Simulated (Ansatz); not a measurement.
NbAg:
```
CELL_PARAMETERS angstrom
      4.74343     0.00000     0.00000
      0.00000     2.76230     0.00000
      0.00000     0.00000     5.30359
ATOMIC_POSITIONS crystal
  Ag 0.25000 0.00000 0.85450
  Ag 0.75000 0.00000 0.14550
  Nb 0.25000 0.50000 0.35275
  Nb 0.75000 0.50000 0.64725
```

Relaxed with r²SCAN.

Task: Map the electron localisation function on the plane through (0.250, 0.000, 0.854) spanned by u = [0, 1, 0] and v = [0, 0, 1] in lattice vectors, from DFT-r²SCAN in the program Ansatz with PAW potentials.

Result: x is the fraction of u, y of v (the angle between them is 90°; rows are the nearest grid lines); atoms in the plane: Ag at (0.00, 0.00), Nb at (0.50, 0.50).
```
|99865311111356899|
|98764311111346789|
|77654211111245677|
|43321112221112334|
|22111122222111122|
|11112211111221111|
|22221000000012222|
|32210000000001223|
|22100123432100122|
|22135788888753122|
|22258886568885222|
|32368862026886323|
|33368862026886333|
|32357876467875323|
|32236788888763223|
|33110134543101133|
|33210000000001233|
|22221000000012222|
|11122110001122111|
|22211111111111222|
|44322111111122344|
|77654211111245677|
|98764311111346789|
|99865311111356899|
```
Scale: ten equal steps from 0.091 (start of '0') to 0.869 (end of '9'), in the order '0123456789'; x runs from 0.000 to 1.00, y from 0.000 (bottom) to 1.00 (top).

The density is the valence pseudo-density with augmentation charge, so density and ELF within about 1 Å of a nucleus are not all-electron values.

Space group Pmma. The start of the workflow was typed in or built on a structure type; neither database checked (COD, Materials Project) lists it. Whether it is the stable phase at ambient conditions was not checked. Symmetry was held in the r²SCAN relaxation; whether a distortion lowers the energy is not shown. No spin polarisation was allowed. Its formation energy is positive at this level, so the cell may be metastable or incomplete.

Potentials: the later of the program's two PAW sets.
